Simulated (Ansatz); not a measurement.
# Straining CsCdCl3

The calculation used DFT LDA, scalar-relativistic, plane waves, PAW in Ansatz. (420 eV cutoff, 6×6×6 k-mesh, Gaussian smearing of 0.02 eV, no spin polarisation)

The relaxed crystal:

```
Cs Cd Cl
1.0
     5.11217    0.00000    0.00000
     0.00000    5.11217    0.00000
     0.00000    0.00000    5.11217
Cs Cd Cl
1 1 3
Direct
  0.00000 0.00000 0.00000
  0.50000 0.50000 0.50000
  0.00000 0.50000 0.50000
  0.50000 0.00000 0.50000
  0.50000 0.50000 0.00000
```

Deformation: uniaxial strain along c, with the lengths of a and b and the atoms relaxed and the angles held, all within the symmetry that the strain leaves. Energies are extrapolated to zero smearing. Gaps are Kohn–Sham gaps over the whole zone.

Spin-orbit coupling is left out, which matters for the bands and energies of heavy elements.

```tsv
strain (%)	ΔE (meV/atom)	a (Å)	b (Å)	c (Å)	gap (eV)
-6.0	24.2	5.203	5.203	4.805	1.47
-4.0	10.1	5.170	5.170	4.908	1.50
-2.0	2.4	5.140	5.140	5.010	1.55
+0.0	0.0	5.112	5.112	5.112	1.59
+2.0	2.0	5.089	5.089	5.214	1.52
+4.0	7.5	5.068	5.068	5.317	1.46
+6.0	15.9	5.049	5.049	5.419	1.40
```

Problem. What stiffness (1/V) d²E/dε² at zero strain does a cubic fit over all points give?

Solution. A cubic fit gives (1/V) d²E/dε² = 67 GPa at zero strain (Young's modulus along this axis, angles held).

Problem. How does the free axis a answer a small strain?

Solution. Between the innermost points its strain is -0.25 times the applied one.

Problem. How fast does the gap move with strain on either side?

Solution. 23 meV per percent on the compressed side and -36 meV per percent on the stretched side; it is indirect at -2.0 %, indirect at zero and indirect at +2.0 %.

Symmetry holds off the tilts and polar distortions that many cubic perovskites undergo.